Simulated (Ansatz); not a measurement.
Bi:
```cif
data_Bi4
_chemical_formula_sum 'Bi4'
_space_group_name_H-M_alt 'P 1'
_space_group_IT_number 1
_cell_length_a 6.43361
_cell_length_b 4.49501
_cell_length_c 4.49510
_cell_angle_alpha 90.000
_cell_angle_beta 90.000
_cell_angle_gamma 90.000
loop_
_space_group_symop_operation_xyz
  'x, y, z'
loop_
_atom_site_label
_atom_site_type_symbol
_atom_site_fract_x
_atom_site_fract_y
_atom_site_fract_z
_atom_site_occupancy
Bi1 Bi 0.72487 0.25000 0.24987 1
Bi2 Bi 0.27513 0.75000 0.75013 1
Bi3 Bi 0.22487 0.25000 0.25013 1
Bi4 Bi 0.77513 0.75000 0.74987 1
```

Relaxed with LDA.

Question: Which orbitals make up the states near the Fermi level in LDA in the plane-wave PAW code Ansatz?

Answer: Within 0.5 eV of the Fermi level: Bi 6p 90 %, Bi 6s 7 %. Projections are on Löwdin-orthogonalised atomic valence shells; empty p or d shells of many metals are not among them.

Question: Tabulate the density of states.

Answer: States/eV per cell of 4 atoms, in 0.25 eV bins, energy from the Fermi level.

| E (eV) | total | Bi 6p | Bi 6s |
|---|---|---|---|
| -7.85 | 0.19 | 0.01 | 0.18 |
| -7.60 | 0.05 | 0.00 | 0.05 |
| -7.35 | 0.00 | 0.00 | 0.00 |
| -7.10 | 0.00 | 0.00 | 0.00 |
| -6.85 | 0.00 | 0.00 | 0.00 |
| -6.60 | 0.00 | 0.00 | 0.00 |
| -6.35 | 0.00 | 0.00 | 0.00 |
| -6.10 | 0.00 | 0.00 | 0.00 |
| -5.85 | 0.00 | 0.00 | 0.00 |
| -5.60 | 0.00 | 0.00 | 0.00 |
| -5.35 | 0.00 | 0.00 | 0.00 |
| -5.10 | 0.32 | 0.31 | 0.00 |
| -4.85 | 0.87 | 0.85 | 0.02 |
| -4.60 | 1.19 | 1.16 | 0.02 |
| -4.35 | 1.45 | 1.41 | 0.03 |
| -4.10 | 1.71 | 1.65 | 0.05 |
| -3.85 | 1.97 | 1.90 | 0.06 |
| -3.60 | 2.27 | 2.19 | 0.07 |
| -3.35 | 3.04 | 2.92 | 0.09 |
| -3.10 | 3.15 | 3.01 | 0.12 |
| -2.85 | 3.12 | 2.97 | 0.13 |
| -2.60 | 3.04 | 2.87 | 0.14 |
| -2.35 | 3.06 | 2.87 | 0.16 |
| -2.10 | 2.89 | 2.69 | 0.16 |
| -1.85 | 2.91 | 2.70 | 0.17 |
| -1.60 | 2.96 | 2.74 | 0.18 |
| -1.35 | 2.98 | 2.74 | 0.19 |
| -1.10 | 2.45 | 2.24 | 0.17 |
| -0.85 | 2.21 | 2.02 | 0.15 |
| -0.60 | 2.58 | 2.35 | 0.18 |
| -0.35 | 2.79 | 2.52 | 0.21 |
| -0.10 | 1.25 | 1.12 | 0.10 |
| 0.15 | 1.25 | 1.13 | 0.09 |
| 0.40 | 2.29 | 2.07 | 0.16 |
| 0.65 | 2.56 | 2.32 | 0.17 |
| 0.90 | 2.03 | 1.84 | 0.13 |
| 1.15 | 1.89 | 1.72 | 0.12 |
| 1.40 | 2.08 | 1.89 | 0.12 |
| 1.65 | 2.14 | 1.95 | 0.11 |
| 1.90 | 2.06 | 1.88 | 0.10 |
| 2.15 | 2.01 | 1.83 | 0.09 |
| 2.40 | 2.15 | 1.91 | 0.08 |
| 2.65 | 2.56 | 2.07 | 0.08 |
| 2.90 | 2.97 | 2.21 | 0.07 |
| 3.15 | 2.85 | 2.18 | 0.06 |
| 3.40 | 3.35 | 2.51 | 0.05 |
| 3.65 | 3.38 | 2.53 | 0.04 |
| 3.90 | 3.13 | 2.33 | 0.03 |

Space group P4/nmm. The first step of the workflow began from a Materials Project structure, measured or hypothetical; the Crystallography Open Database copy checked does not list it. It is not the phase usual at ambient conditions (space group No. 166). The cell was relaxed with LDA under the symmetry of its start. At this level the phase is dynamically unstable (imaginary phonons). Scalar-relativistic: spin–orbit coupling is off unless named, which matters more the heavier the elements.

Potentials: the later of the program's two PAW sets.
